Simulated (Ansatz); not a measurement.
**¹¹⁵In nuclear quadrupole resonance in InSe**

Cell: a structure deposited in the COD whose atoms were relaxed with PBE, the cell held.

Space group P6_3/mmc (No. 194); a = 4.0500, c = 16.9300 Å, γ = 120.00°.

```
site  Wyckoff  site symmetry       x       y       z
  In       4f            3m.  0.3333  0.6667  0.1673
  Se       4f            3m.  0.3333  0.6667  0.5918
```

One atom of each set is listed.

Method: Kohn–Sham DFT in Ansatz, PBE, plane waves and PAW, scalar-relativistic, 420 eV cutoff, Γ-centred 13×13×3 k-points, Fermi–Dirac smearing 0.05 eV.

¹¹⁵In: I = 9/2, Q = 772.0 mb (year-2017 value). Static lattice, zero field.

(1) The simulated lines lie at 8.40, 16.8, 25.2, 33.6 MHz. What are |C_Q|, η and |V_zz| at In?

## Answers

(1) For I = 9/2 and η = 0 the lines are |C_Q|/24 times 1, 2, 3 and 4; η shifts the lowest up most. Here |C_Q| = 202 MHz, η = 0.00 and |V_zz| = 10.80 × 10²¹ V/m². The calculation gives V_zz negative; the lines don't show the sign. The site has 3 Se at 2.66 Å; also 1 In at 2.80 Å.

An axis of threefold or higher order runs through In, so V_zz lies along it and η is zero.

Without spin–orbit coupling (the program notes it for In) the gradients can shift somewhat, as the gap is small. With a gap of 0.4 eV under a smearing of 0.05 eV the band edges are partly filled, so small gradients can hang on the smearing and the k-mesh.

The relaxation (5 steps) took 79 s of wall time (79 s of CPU time) and 0.93 GiB at its peak, on 1 thread of Intel Xeon 6975P-C (Granite Rapids) (x86_64; 16 cores open to the job, memory cap 3.0 GiB, no GPU), a shared host with a load of 0.5 a core.
